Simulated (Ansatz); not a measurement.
**Computed properties of MnGe**

MnGe:
```cif
data_Ge2Mn2
_chemical_formula_sum 'Mn2 Ge2'
_space_group_name_H-M_alt 'P 1'
_space_group_IT_number 1
_cell_length_a 4.39960
_cell_length_b 4.39960
_cell_length_c 2.87081
_cell_angle_alpha 90.000
_cell_angle_beta 90.000
_cell_angle_gamma 90.000
loop_
_space_group_symop_operation_xyz
  'x, y, z'
loop_
_atom_site_label
_atom_site_type_symbol
_atom_site_fract_x
_atom_site_fract_y
_atom_site_fract_z
_atom_site_occupancy
Mn1 Mn 0.00000 0.00000 0.00000 1
Ge1 Ge 0.50000 0.00000 0.50000 1
Mn2 Mn 0.50000 0.50000 0.00000 1
Ge2 Ge 0.00000 0.50000 0.50000 1
```
The run is spin-polarised; directions of the spins, atom by atom: ↑ 0 ↓ 0.

Space group P4/mmm (No. 123), L1₀ or tetragonal B2; conventional cell a = b = 3.111 Å, c = 2.871 Å, α = β = γ = 90.00°.

Method: PBE (plane waves, PAW; program Ansatz). The cell and atoms are relaxed at this level. Other levels are named where they apply.

Cell and energy:

```json
{
 "volume_per_atom": "13.89 Å³",
 "density": "7.62 g/cm³",
 "Formation energy from the elements (no fitted shifts)": "6.6 kJ/mol of atoms"
}
```

Electronic structure:

```json
{
 "electronic_character": "metallic (no gap)",
 "Density of states at the Fermi level": "0.92 states/eV per atom (mean over ±0.08 eV)"
}
```

Magnetism:

```json
{
 "magnetic_order": "antiferromagnetic",
 "net_moment": "0.00 μB per atom"
}
```

A made-up cell: these elements were put on the sites of a structure type; neither database checked (COD, Materials Project) lists it. Its standing as an ambient phase is unchecked. The cell was relaxed with PBE under the symmetry of its start, as lowered by the spin order; its stability against distortions is not shown here. Spin order of the final state: antiferromagnetic, chosen from 4 collinear starts compared on coarse meshes (ties went to the first, and starts can fall back to one state), not a proven ground state. Point labels and valley counts follow the cell and symmetry of the run, lower than the named group. The references are the lowest solids computed at this level, not always the standard phases. Scalar-relativistic: spin–orbit coupling is off unless named, which matters more the heavier the elements.

Potentials: the earlier of the program's two PAW sets.
